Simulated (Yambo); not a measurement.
Optical response of LiBr at -1 % biaxial strain

```
CELL_PARAMETERS angstrom
      4.09335     0.00000     0.00000
     -2.04667     3.54494     0.00000
      0.00000     0.00000     6.68461
ATOMIC_POSITIONS crystal
  Li 0.66667 0.33333 0.87564
  Li 0.33333 0.66667 0.37564
  Br 0.66667 0.33333 0.49936
  Br 0.33333 0.66667 0.99936
```

Yambo, RPA with local fields on PBEsol bands shifted by a G0W0 scissor of 2.59 eV; 9×9×4 mesh, 67 bands, 4 Ry local-field block, 0.2 eV broadening; field along x.

```tsv
E (eV)	Im ε	Re ε	Im ε, independent particles
0.0	0.00	2.30	0.00
0.6	0.00	2.30	0.00
1.2	0.00	2.31	0.01
1.9	0.01	2.33	0.01
2.5	0.01	2.36	0.01
3.1	0.01	2.39	0.02
3.8	0.02	2.44	0.03
4.4	0.02	2.51	0.03
5.0	0.03	2.59	0.04
5.6	0.04	2.70	0.06
6.2	0.06	2.86	0.08
6.9	0.10	3.09	0.13
7.5	0.28	3.45	0.34
8.1	0.70	3.76	0.86
8.8	1.11	4.05	1.47
9.4	2.50	4.38	3.67
10.0	3.33	3.05	4.84
10.6	3.07	1.94	4.39
11.2	2.20	1.94	4.06
11.9	2.94	2.00	6.07
12.5	3.07	1.18	4.77
13.1	2.85	0.29	3.23
13.8	2.42	0.23	2.59
14.4	2.12	0.04	2.00
15.0	1.76	-0.23	1.44
15.6	1.49	-0.16	1.22
16.2	0.94	-0.11	0.84
16.9	0.77	0.11	0.78
17.5	0.66	0.31	0.79
18.1	0.61	0.29	0.66
18.8	0.61	0.57	0.90
19.4	0.65	0.48	0.71
20.0	0.66	0.60	0.77
```

Structure narrower than a few tenths of an eV can come from the finite k mesh. Convergence of the RPA response with its 9×9×4 mesh was not tested. The scissor comes from a G0W0 run whose convergence isn't established. No excitonic effects at this level.

Spin-orbit coupling is not included.

Geometry strained from the cell relaxed with PBEsol, atoms relaxed again.

This is not the ordinary phase of the substance; no match was found in the copy of COD used, and its stability was not checked.
